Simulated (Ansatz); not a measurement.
GaN (wurtzite)

```yaml
crystal:
  lattice:
    - [3.18330, 0.00000, 0.00000]
    - [-1.59165, 2.75682, 0.00000]
    - [0.00000, 0.00000, 5.18388]
  atoms:
    - { symbol: Ga, position: [0.66667, 0.33333, 0.00099] }
    - { symbol: Ga, position: [0.33333, 0.66667, 0.50099] }
    - { symbol: N, position: [0.66667, 0.33333, 0.62421] }
    - { symbol: N, position: [0.33333, 0.66667, 0.12421] }
```

The volume is varied about the relaxed value V₀ at fixed cell shape. The atoms relax within the cell's symmetry.

The numbers are results of r2SCAN (plane waves to 500 eV, PAW, scalar-relativistic; Ansatz, a quantum-chemistry and plane-wave program), not measurements. k mesh 12×12×7 (Γ-centred), Fermi-Dirac smearing 0.05 eV. The energy includes the smearing's −TS. With the shape held, the modulus is that of even scaling; a crystal free to change shape is softer. GaN was relaxed with its symmetry unable to fall. The PAW data are Ansatz's earlier set. The zero of ΔE is the relaxed starting cell.

```json
[
 {"V (Å³/atom)": "10.236", "ΔE (meV/atom)": "83.8"},
 {"V (Å³/atom)": "10.425", "ΔE (meV/atom)": "56.3"},
 {"V (Å³/atom)": "10.615", "ΔE (meV/atom)": "34.9"},
 {"V (Å³/atom)": "10.804", "ΔE (meV/atom)": "19.1"},
 {"V (Å³/atom)": "10.994", "ΔE (meV/atom)": "8.2"},
 {"V (Å³/atom)": "11.184", "ΔE (meV/atom)": "2.0"},
 {"V (Å³/atom)": "11.373", "ΔE (meV/atom)": "0.0"},
 {"V (Å³/atom)": "11.563", "ΔE (meV/atom)": "1.9"},
 {"V (Å³/atom)": "11.752", "ΔE (meV/atom)": "7.3"},
 {"V (Å³/atom)": "11.942", "ΔE (meV/atom)": "16.0"},
 {"V (Å³/atom)": "12.131", "ΔE (meV/atom)": "27.6"},
 {"V (Å³/atom)": "12.321", "ΔE (meV/atom)": "41.9"},
 {"V (Å³/atom)": "12.510", "ΔE (meV/atom)": "58.8"}
]
```

Q: What is the fitted pressure derivative B₀′?

A: 4.3.

Q: What bulk modulus at fixed cell shape B₀ follows from a third-order Birch-Murnaghan fit?

A: 196 GPa. Check by three points about V = 11.373 Å³/atom, step 0.190: d²E/dV² ≈ (2.0 − 2·0.0 + 1.9) meV / 0.190² = 0.109 eV/Å⁶, and V·d²E/dV² × 160.2 = 198 GPa.

(A scan under strain: stresses follow from slopes of the energy per volume, elastic moduli from its curvatures.)
